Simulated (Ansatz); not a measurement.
The start is a relaxed AlIr cell displaced along its unstable phonon at q = (½, ½, 0) of its primitive reciprocal cell (123i cm⁻¹), largest move 0.15 Å. The structure is fully relaxed (lattice and positions, P = 0) with PBE (plane waves to 420 eV, PAW, scalar-relativistic; Ansatz, a first-principles code). First-step values are on the input's coarse k-mesh.

Ansatz input (later rounds restart from its end on a renewed k-mesh):
Ansatz 0.2 input:
```yaml
crystal:
  lattice:
    - [-2.9193834226, 4.1930532058, 5.0794644056]
    - [0, 0, 5.0794644056]
    - [1.4596917113, 2.0965266029, -2.5397322028]
  atoms:
    - { symbol: Ir, position: [0.75, 0.4757915736, 0.5] }
    - { symbol: Ir, position: [0.25, 0.5242084264, 0.5] }
    - { symbol: Al, position: [0.25, 0.0295306725, 0.5] }
    - { symbol: Al, position: [0.75, -0.0295306725, 0.5] }
basis: { ecutwfc: 420, ecutrho_ratio: 4, xc_grid: 2, fft_grid_basis: typed }
kpoints: { mp_grid: { grid: [13, 13, 13] } }
hamiltonian:
  xc: pbe
  dispersion: none
  pseudopotentials: { kind: paw }
scf: { occupations: { method: fermi_dirac, width: 0.05 } }
relax: { f_tol: 0.01, max_steps: 100, cell: { stress_tol: 0.02 } }
output: { forces: true, stress: true }
```

Problem. Is the parent structure recovered?

Solution. It does not go back: it reaches I4₁/amd (No. 141), 0.35 eV/atom below the parent.

Problem. What does it relax into? Give the structure.

Solution. 
Space group I4₁/amd, origin choice 1 (No. 141); a = b = 3.682 Å, c = 8.398 Å, α = β = γ = 90.00°

```json
[
 {"atom": "Ir", "site": "4a", "symmetry": "-4m2", "x": "0.0000", "y": "0.0000", "z": "0.0000"},
 {"atom": "Al", "site": "4b", "symmetry": "-4m2", "x": "0.0000", "y": "0.0000", "z": "0.5000"}
]
```
(The calculation used a cell of 4 atoms; values per cell refer to that cell.)

Final values are on a 14×14×11 k-mesh of the relaxed cell. No spin polarisation in the result.

The run could not lose the symmetry of its start: the end is stationary, and may be a saddle point rather than a minimum.

The relaxed structure here is a generated cell of AlIr: the first start was made by placing the elements on the sites of a structure type, and the end was not matched to a known phase here, so it may be hypothetical.
